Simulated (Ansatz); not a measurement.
Relaxed CrO$_{2}$ (rutile):

```xyz
6
Lattice="4.4039 0.0000 0.0000 0.0000 4.4039 0.0000 0.0000 0.0000 2.9118" Properties=species:S:1:pos:R:3 pbc="T T T"
Cr     0.0000     0.0000     0.0000
Cr     2.2020     2.2020     1.4559
O      1.3334     1.3334     0.0000
O      3.5354     0.8685     1.4559
O      0.8685     3.5354     1.4559
O      3.0705     3.0705     0.0000
```

In this cell atom 2 (Cr, nearest neighbour O at 1.886 Å; its periodic images, 2.9 Å or more away, move with it) is moved by s along Cartesian z, unit vector (0.000, 0.000, 1.000); all other atoms and the cell stay fixed.

All values below come from r2SCAN (plane waves to 500 eV, PAW, scalar-relativistic; Ansatz, a first-principles code). k mesh 9×9×13 (Γ-centred), Fermi-Dirac smearing 0.05 eV. The energy includes the smearing's −TS. With partly filled bands, energies and forces of such displacements shift with the k mesh and the smearing. F∥ is the force on the atom along that direction. CrO2 is run spin-polarised and with no Hubbard U. CrO2 was relaxed with its symmetry unable to fall. Relaxed CrO2 ends ferromagnetic. Other magnetic orders were not checked, so this need not be the ground state. ΔE is measured from the undisplaced structure.

**Question.** Give the computed ΔE (meV/cell) and F∥ (eV/Å) at s (Å) = -0.228, -0.152, -0.076, 0.304, 0.380.

**Answer.** 
```json
[
 {"s (Å)": "-0.228", "ΔE (meV/cell)": "382", "F∥ (eV/Å)": "3.367"},
 {"s (Å)": "-0.152", "ΔE (meV/cell)": "168", "F∥ (eV/Å)": "2.246"},
 {"s (Å)": "-0.076", "ΔE (meV/cell)": "41", "F∥ (eV/Å)": "1.093"},
 {"s (Å)": "0.304", "ΔE (meV/cell)": "678", "F∥ (eV/Å)": "-4.464"},
 {"s (Å)": "0.380", "ΔE (meV/cell)": "1070", "F∥ (eV/Å)": "-5.901"}
]
```

(For displaced atoms, the force is minus the slope of the energy, and its curvature is a force constant, which sets phonon frequencies.)
